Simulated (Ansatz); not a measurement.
CuI:
```cif
data_Cu2I2
_chemical_formula_sum 'Cu2 I2'
_space_group_name_H-M_alt 'P-3m1'
_space_group_IT_number 164
_space_group_name_Hall '-P 3 2"'
_cell_length_a 4.13746
_cell_length_b 4.13746
_cell_length_c 7.46833
_cell_angle_alpha 90.000
_cell_angle_beta 90.000
_cell_angle_gamma 120.000
loop_
_atom_site_label
_atom_site_type_symbol
_atom_site_symmetry_multiplicity
_atom_site_Wyckoff_symbol
_atom_site_fract_x
_atom_site_fract_y
_atom_site_fract_z
_atom_site_occupancy
Cu1 Cu 2 d 0.33333 0.66667 0.40877 1
I1 I 2 d 0.66667 0.33333 0.24549 1
```

This is the r²SCAN-relaxed structure.

Problem. All from r²SCAN (plane waves, PAW; program Ansatz), unless another level is named. Estimate the band gap.

Solution. 2.14 eV (direct).

Problem. Next, the formation energy from the elements (no fitted shifts)?

Solution. -0.20 eV/atom.

Problem. Next, the valence-band maximum?

Solution. at Γ.

The workflow started from a Materials Project entry (that database holds measured and hypothetical structures alike); the Crystallography Open Database copy checked does not list it. It is not the phase usual at ambient conditions (space group No. 216). Symmetry was held in the r²SCAN relaxation; whether a distortion lowers the energy is not shown. The run is not spin-polarised. A crystal of weakly bound layers computed without a dispersion correction: the cell and the soft elastic constants depend strongly on that. The references are the lowest solids computed at this level, not always the standard phases. Spin–orbit coupling is left out wherever it is not named.

Potentials: the later of the program's two PAW sets.
